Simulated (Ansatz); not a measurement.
B2Ir:
```
B2Ir
1.0
    3.09604     0.00000     0.00000
   -1.54802     2.68125     0.00000
    0.00000     0.00000     3.22631
Ir B
1 2
Direct
  0.00000   0.00000   0.00000
  0.33333   0.66667   0.50000
  0.66667   0.33333   0.50000
```

This is the r²SCAN-relaxed structure. x, y and z are the axes in which the lattice vectors are written.

### Question
All from r²SCAN in the plane-wave PAW code Ansatz, unless another level is named. Predict the bulk modulus (Birch–Murnaghan fit).

### Answer
298 GPa.

### Question
What about the elastic constants (relaxed ions, GPa)?

### Answer
C11 = 409, C12 = 301, C13 = 228, C33 = 381, C44 = -58.6.

Space group P6/mmm. A made-up cell: these elements were put on the sites of a structure type; neither database checked (COD, Materials Project) lists it. Its standing as an ambient phase is unchecked. The r²SCAN relaxation kept the symmetry of its start. At this level the phase is mechanically unstable. No spin polarisation was allowed. As this level gives no gap, shear constants depend on the k-mesh and smearing (Fermi–Dirac, 0.1 eV here). Scalar-relativistic: spin–orbit coupling is off unless named, which matters more the heavier the elements.

Potentials: the earlier of the program's two PAW sets.
